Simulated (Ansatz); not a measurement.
Problem. Ga (α-Ga, space group No. 64) is relaxed with PBE in the plane-wave PAW code Ansatz. What lattice parameters of the conventional cell result?

Solution. a = 4.580 Å, b = 7.743 Å, c = 4.583 Å.

Problem. Give the free coordinates with the occupied sites.

Solution. In one choice of origin and axes:

```
atom  site  symmetry       x       y       z
----  ----  --------  ------  ------  ------
Ga      8f       m..  0.0000  0.3437  0.4177
```

Space group Cmce (α-Ga). Symmetry was held in the PBE relaxation. Axis ratios of metals converge slowly with the k-mesh, so a and c are less sure than the volume.

Potentials: the later of the program's two PAW sets.
